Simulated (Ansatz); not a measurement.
CoTe (NiAs type, P6_3/mmc) at seven volumes, PBEsol in the plane-wave PAW code Ansatz, shape and atoms relaxed at each. One row is withheld.

| V (Å³/atom) | P (GPa) |
|---|---|
| 15.204 | 16.00 |
| 15.705 | 9.75 |
| 16.207 | 4.47 |
| 16.708 | 0.01 |
| 17.209 | ? |
| 17.710 | -6.83 |
| 18.212 | -9.43 |

### Question
Fit the shown pressures and predict the withheld one.

### Answer
P = (3/2)B₀(x^(7/2) − x^(5/2))[1 + (3/4)(B′ − 4)(x − 1)] with x = (V₀/V)^(2/3). Least squares on the six rows gives V₀ = 16.712 Å³/atom, B₀ = 135 GPa, B′ = 4.79. At V = 17.209, x = 0.9807 and P = -3.69 GPa. The run itself gave -3.72 GPa.

The workflow started from a Materials Project entry (that database holds measured and hypothetical structures alike); the Crystallography Open Database files this formula in space group No. 194, but the cells were not matched. Its standing as an ambient phase is unchecked. Symmetry was held in the PBEsol relaxation; of distortions, only those at the zone centre were tested. The run is not spin-polarised. Spin–orbit coupling is left out wherever it is not named.

Potentials: the later of the program's two PAW sets.
